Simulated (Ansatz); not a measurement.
Cu$_{3}$Ge in space group P-6m2 (No. 187; Cu on 1b, Cu on 2i, Ge on 1a) under volume change, the program Ansatz at the PBEsol level (PAW), shape and atoms relaxed at each volume.

| V (Å³/atom) | E − E(relaxed) (meV/atom) | P (GPa) |
|---|---|---|
| 11.587 | 51.3 | 15.75 |
| 11.969 | 21.5 | 9.51 |
| 12.351 | 5.1 | 4.38 |
| 12.733 | 0.0 | 0.00 |
| 13.115 | 4.5 | -3.70 |
| 13.497 | 17.2 | -6.79 |
| 13.879 | 36.5 | -9.36 |

Q: What does a third-order Birch–Murnaghan fit give for V₀, B₀ and B′?

A: V₀ = 12.73 Å³/atom, B₀ = 133 GPa, B′ = 4.8.

The first step of the workflow began from a Materials Project structure, measured or hypothetical; the Crystallography Open Database copy checked does not list it. Whether it is the stable phase at ambient conditions was not checked. The PBEsol relaxation kept the symmetry of its start; whether a distortion lowers the energy is not shown. No spin polarisation was allowed.

Potentials: the later of the program's two PAW sets.
